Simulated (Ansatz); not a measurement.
### Question
Name crystals whose computed values (the program Ansatz at the r²SCAN level (PAW)) fall in these windows: B₀ by P(V) fit (GPa) 46 to 56; electron conductivity mass (mₑ) 0.27 to 0.38.

### Answer


```csv
crystal,B₀ by P(V) fit (GPa),electron conductivity mass (mₑ)
"CaAlSiH, P3m1 (Ca on 1a, Al on 1c, Si on 1b, H on 1c)",51.7,0.33
"AgCl, rock salt",50.5,0.29
"BaAlSiH, P3m1 (Ba on 1a, Al on 1c, Si on 1b, H on 1c)",50.8,0.37
"BaCuTeF, P4/nmm (Ba on 2c, Cu on 2a, Te on 2c, F on 2b)",50.3,0.33
```
Others may fit too.

Standing as an ambient phase not checked: CaAlSiH, P3m1 (Ca on 1a, Al on 1c, Si on 1b, H on 1c); BaAlSiH, P3m1 (Ba on 1a, Al on 1c, Si on 1b, H on 1c); BaCuTeF, P4/nmm (Ba on 2c, Cu on 2a, Te on 2c, F on 2b). All cells were relaxed under the symmetry of their starts (and spin orders); stability against distortions was not tested throughout. Rows with no word on spin ran without spin polarisation. Scalar-relativistic: spin–orbit coupling is off unless named, which matters more the heavier the elements.

Potentials: the later of the program's two PAW sets.
